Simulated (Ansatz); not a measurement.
Ni:
```
CELL_PARAMETERS angstrom
      0.00000     2.54965     2.54965
      2.54965     0.00000     2.54965
      2.54965     2.54965     0.00000
ATOMIC_POSITIONS crystal
  Ni 0.00000 0.00000 0.00000
  Ni 0.25000 0.25000 0.25000
```
Starting moments (μB, in the order of the atoms Ni Ni): 0.8 0.8.

Relaxed with PBE. Special points in fractions of this cell's reciprocal vectors: Γ (0.000, 0.000, 0.000); X (0.500, 0.000, 0.500); U (0.625, 0.250, 0.625); K (0.375, 0.375, 0.750); L (0.500, 0.500, 0.500); W (0.500, 0.250, 0.750).

Question: List the band energies nearest the Fermi level at these points for PBE in the plane-wave PAW code Ansatz.

Answer: In eV from the Fermi level; about four levels below and three above (degenerate sets whole), none deeper than 8.9 eV; … stands for higher levels left out; points with the same levels are listed once.

```csv
k,below,above
Γ ↑,-1.75 -1.75 -1.75 -0.80 -0.80,…
X ↑,-1.95 -1.95 -0.84 -0.84,0.86 0.86 …
U ↑,-2.18 -2.18 -1.99 -0.78 -0.67,0.84 1.24 …
L ↑,-1.42 -1.42 -0.96 -0.96,0.27 …
W ↑,-2.12 -2.12 -0.67 -0.67,1.37 1.37 …
Γ ↓,-2.41 -2.41 -2.41 -0.89 -0.89 -0.89,0.12 0.12 …
X ↓,-2.05 -2.05 -1.12 -1.12,0.13 0.13 1.39 1.39
U ↓,-2.09 -1.51 -1.39 -1.15,0.19 0.30 1.23
L ↓,-0.57 -0.57 -0.01 -0.01,1.02 …
W ↓,-1.70 -1.70 -1.39 -1.39,0.30 0.30 1.75 1.75
```

Space group Fd-3m (diamond). The start of the workflow was typed in or built on a structure type; neither database checked (COD, Materials Project) lists it. It is not the phase usual at ambient conditions (space group No. 225). The PBE relaxation kept the symmetry of its start; whether a distortion lowers the energy is not shown. Spin order of the final state: ferromagnetic, chosen from 4 collinear starts compared on coarse meshes (ties went to the first, and starts can fall back to one state), not a proven ground state.

Potentials: the later of the program's two PAW sets.
